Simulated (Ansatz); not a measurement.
One crystal and one scan (scan of one atom of the cell) at two levels, PBE (plane waves to 420 eV, PAW, scalar-relativistic; Ansatz, a program for electronic structure) and r2SCAN (plane waves to 500 eV, PAW, scalar-relativistic; Ansatz), each from its own relaxed cell and on its own mesh.

The crystal is La (dhcp type, space group P6_3/mmc); one La atom of a 4-atom cell moves by s towards the nearest neighbour, with its periodic images.

The energy includes the smearing's −TS. La is run without spin polarisation. La was relaxed with its symmetry unable to fall. The PAW data are Ansatz's earlier set. (PBE) Left out: 1 of 11 points, with atoms too close for the PAW data. (r2SCAN) Left out: 1 of 11 points, with atoms too close for the PAW data. With partly filled bands, energies and forces of such displacements shift with the k mesh and the smearing. Both scans cover s from -0.740 to 0.592 Å.

| quantity | run 1 | run 2 |
|---|---|---|
| Lattice constant a (Å) | 3.770 | 3.785 |
| Lattice constant c (Å) | 12.08 | 12.03 |
| Relaxed volume (Å³/atom) | 37.18 | 37.31 |
| Energy at s = 0.592 Å (meV/cell) | 264 | 231 |
| Force along the line at s = -0.740 Å (eV/Å) | 1.119 | 0.999 |
| Force constant k = d²E/ds² at s = 0 (finite differences) (eV/Å²) | 1.43 | 1.20 |

Which run is which level?

Run 1 is PBE, run 2 is r2SCAN. PBE gives the higher value for: lattice constant c; energy at s = 0.592 Å; force along the line at s = -0.740 Å; force constant k = d²E/ds² at s = 0. PBE gives the lower value for: lattice constant a. They agree on: relaxed volume (within 0.6 %). Both give the same shape of the curve: a single well with its minimum at or next to zero displacement. Neither level is exact: the differences show how much the result hangs on the functional.

(For displaced atoms, the force is minus the slope of the energy, and its curvature is a force constant, which sets phonon frequencies.)
